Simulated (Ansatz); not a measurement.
Start of a relaxation of KHf3O2:

```cif
data_structure
_symmetry_space_group_name_H-M 'P 1'
_symmetry_Int_Tables_number 1
_cell_length_a 4.1844
_cell_length_b 4.1844
_cell_length_c 8.8297
_cell_angle_alpha 90.000
_cell_angle_beta 90.000
_cell_angle_gamma 120.000
_cell_volume 133.89
loop_
_atom_site_label
_atom_site_type_symbol
_atom_site_fract_x
_atom_site_fract_y
_atom_site_fract_z
_atom_site_occupancy
K1 K 0.00000 0.00000 0.00000 1
Hf1 Hf 0.00000 0.00000 0.26738 1
Hf2 Hf 0.00000 0.00000 0.73262 1
Hf3 Hf 0.00000 0.00000 0.50000 1
O1 O 0.33333 0.66667 0.86807 1
O2 O 0.66667 0.33333 0.13193 1
```

All numbers below come from DFT PBE, scalar-relativistic, plane waves, PAW (Ansatz 0.2.0). Cutoff 420 eV, Gaussian smearing, Γ-centred meshes. Cell and atoms relax first on a coarse mesh and then on a finer one. In between, the cell is made exact in the group found at 0.06 Å. In metals the finer mesh still leaves noise of several meV/atom or more. The steps can't lower the symmetry of their start. No spin polarisation.

A guess keeps its type if space group and coordination stay and the shape of the cell changes little (axis ratios within about 15 %, angles within 6°); the volume may change.

Question: Does this structure survive the relaxation?

Answer: It doesn't keep its type. The symmetry stays P-3m1 (No. 164). The volume per atom shrinks by 20.4 %, from 22.3 to 17.8 Å³. The shortest distance goes from 2.05 Å (Hf–Hf) to 2.21 Å (Hf–O). The ratio c/a of the conventional cell changes by a factor of 1.80. Counting neighbours within 15 % of an atom's shortest distance, the start has Hf 2, K 8, O 6 and the end Hf 3/8, K 6, O 3. In detail, at the end around K lie 6 O at 2.75 Å, 6 K at 3.19 Å and 2 Hf at 3.26 Å; Hf on a site of symmetry 3m has 3 O at 2.21 Å, 1 Hf at 2.79 Å, 6 Hf at 3.19 Å and 1 K at 3.26 Å; around O lie 3 Hf at 2.21 Å and 3 K at 2.75 Å; 1 more site not described.

```cif
data_structure
_symmetry_space_group_name_H-M 'P-3m1'
_symmetry_Int_Tables_number 164
_cell_length_a 3.1893
_cell_length_b 3.1893
_cell_length_c 12.0951
_cell_angle_alpha 90.000
_cell_angle_beta 90.000
_cell_angle_gamma 120.000
_cell_volume 106.55
loop_
_atom_site_label
_atom_site_type_symbol
_atom_site_symmetry_multiplicity
_atom_site_Wyckoff_symbol
_atom_site_fract_x
_atom_site_fract_y
_atom_site_fract_z
_atom_site_occupancy
K1 K 1 a 0.00000 0.00000 0.00000 1
Hf1 Hf 2 c 0.00000 0.00000 0.26957 1
Hf2 Hf 1 b 0.00000 0.00000 0.50000 1
O1 O 2 d 0.33333 0.66667 0.83153 1
```

Energies over the elements count from the elements' standard structures at the same level (O₂ as a molecule), with no fitted energy shifts.

Question: At what energy does it end?

Answer: −1.23 eV/atom. It lies below the elements, which doesn't yet make it stable against other compounds or structures.

The last run used a 12×12×4 mesh (in the run's order of axes) for its 6-atom cell and Gaussian smearing of 0.10 eV. These runs have no spin–orbit coupling, which can matter for Hf. An odd number of electrons in the primitive cell allows no gap without spin; a larger cell or a magnetic state could open one. A structure relaxed within its symmetry needn't be a true minimum.

In counts of neighbours, a slash parts the counts of unlike sites.
